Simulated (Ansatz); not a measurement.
## Trigonal deformation path in W

Level of theory: DFT r2SCAN, scalar-relativistic, plane waves, PAW in Ansatz. Cutoff 500 eV, Γ-centred 16×16×16 k-points, Gaussian smearing of 0.15 eV. The mesh is coarse. Spin–orbit coupling is left out, which can shift energies with elements as heavy as these. No spin polarisation. Energies are free energies at this smearing, counted from the undisturbed cell; pressure is positive in compression.

The undisturbed cell (as given, not relaxed at this level; it stands at -7.4 GPa):

```xyz
1
Lattice="-1.5973 1.5973 1.5973 1.5973 -1.5973 1.5973 1.5973 1.5973 -1.5973" Properties=species:S:1:pos:R:3 pbc="T T T"
W     0.0000    0.0000    0.0000
```

At fixed volume and fractional coordinates, lengths along (0.577, 0.577, 0.577) are scaled against those across it; ρ is that ratio over its starting value. The cell is metallic on the mesh throughout. At ρ = 2.000 the cell becomes cubic (Pm-3m), and there the slope of the energy vanishes by symmetry.

| ρ | ΔE (meV/atom) | pressure (GPa) |
| --- | --- | --- |
| 0.500 | 11913.6 | 255.0 |
| 0.600 | 4905.9 | 102.7 |
| 0.710 | 1797.1 | 29.3 |
| 0.850 | 333.3 | -0.4 |
| 0.930 | ? | ? |
| 1.000 | 0.0 | -7.4 |
| 1.080 | 48.5 | -6.2 |
| 1.200 | ? | ? |
| 1.410 | 809.5 | 11.0 |
| 1.700 | 1440.5 | 22.6 |
| 2.000 | ? | ? |

Question: Give the withheld values.

Answer: ΔE (meV/atom) at ρ = 0.930: 53.8; pressure (GPa) at ρ = 0.930: -6.3; ΔE (meV/atom) at ρ = 1.200: 252.6; pressure (GPa) at ρ = 1.200: -1.1; ΔE (meV/atom) at ρ = 2.000: 1673.2; pressure (GPa) at ρ = 2.000: 28.0.

Cost: 11 runs of about 2.9 core-minutes in all, on Intel Xeon Processor @ 2.50GHz (Skylake/Cascade Lake) (shared hosts).